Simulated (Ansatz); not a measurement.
## Stability checks on a candidate for Li3SeF

The cell was found from a structure generator's guess, not taken from experiment.

The calculation used Ansatz, DFT PBE, scalar-relativistic, plane waves, PAW. The final run on the 5-atom cell used 420 eV, a Γ-centred 6×6×6 mesh, 0.02 eV smearing and no spin polarisation.

```
CELL_PARAMETERS angstrom
3.99627 0.00000 0.00000
0.00000 3.99627 0.00000
0.00000 0.00000 3.99627
ATOMIC_POSITIONS crystal
Li 0.50000 0.00000 0.50000
Li 0.50000 0.50000 0.00000
Li 0.00000 0.50000 0.50000
Se 0.00000 0.00000 0.00000
F 0.50000 0.50000 0.50000
```

The zero of energy is the elements' standard structures at the same level (F₂ as a molecule); no fitted shifts are applied.

Problem. These tests were run: energy against the elements; random kick, then relaxation without symmetry; phonons on a 2×2×2 q mesh. What do they show?

Solution.

```
                                         test                         result
                  energy against the elements                 −1.886 eV/atom
random kick, then relaxation without symmetry                        returns
                    phonons on a 2×2×2 q mesh  no imaginary mode on the mesh
```

It fails none of these tests. Whether a mixture of other phases lies lower isn't tested here.

The reference form of Se is held partly by dispersion forces, which this level lacks. The kick test ran on a coarse mesh. The run for the phonons used a 6×6×6 k mesh.
